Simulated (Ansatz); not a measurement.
InP:
```
InP
1.0
    7.27578     0.00000     0.00000
    0.00000     7.27578     0.00000
    0.00000     0.00000     4.21601
In P
4 4
Cartesian
  2.34188   4.93390   0.00000
  4.93390   2.34188   0.00000
  5.97976   5.97976   2.10800
  1.29601   1.29601   2.10800
  2.32461   2.32461   0.00000
  4.95116   4.95116   0.00000
  1.31328   5.96250   2.10800
  5.96250   1.31328   2.10800
```

Relaxed with PBE. Special points in fractions of this cell's reciprocal vectors: Γ (0.000, 0.000, 0.000); X (0.000, 0.500, 0.000); M (0.500, 0.500, 0.000); Z (0.000, 0.000, 0.500); R (0.000, 0.500, 0.500); A (0.500, 0.500, 0.500).

List the band energies nearest the valence-band maximum at these points for plane-wave PAW PBE (Ansatz code).

In eV from the valence-band maximum; about four levels below and three above (degenerate sets whole), none deeper than 8.9 eV; points with the same levels are listed once.

```csv
k,below,above
Γ,-0.20 -0.06 0.00 0.00,0.57 1.67 1.81 1.81
X,-0.76 -0.76 -0.51 -0.51,1.99 1.99 2.21 2.21
M,-1.05 -1.05 -0.96 -0.96,2.02 2.02 2.60 2.60
Z,-1.68 -1.68 -1.63 -1.63,2.71 2.71 3.56 3.56
R,-1.51 -1.51 -0.93 -0.93,2.18 2.18 2.76 2.76
A,-1.29 -1.29 -1.28 -1.28,1.31 1.31 2.56 2.56
```

Space group P4_2/mnm. The start of the workflow was typed in or built on a structure type; neither database checked (COD, Materials Project) lists it. It is not the phase usual at ambient conditions (space group No. 216). The cell was relaxed with PBE under the symmetry of its start; whether a distortion lowers the energy is not shown. The volume moved by 25 % from the start of the relaxation. Spin–orbit coupling is left out wherever it is not named.

Potentials: the later of the program's two PAW sets.
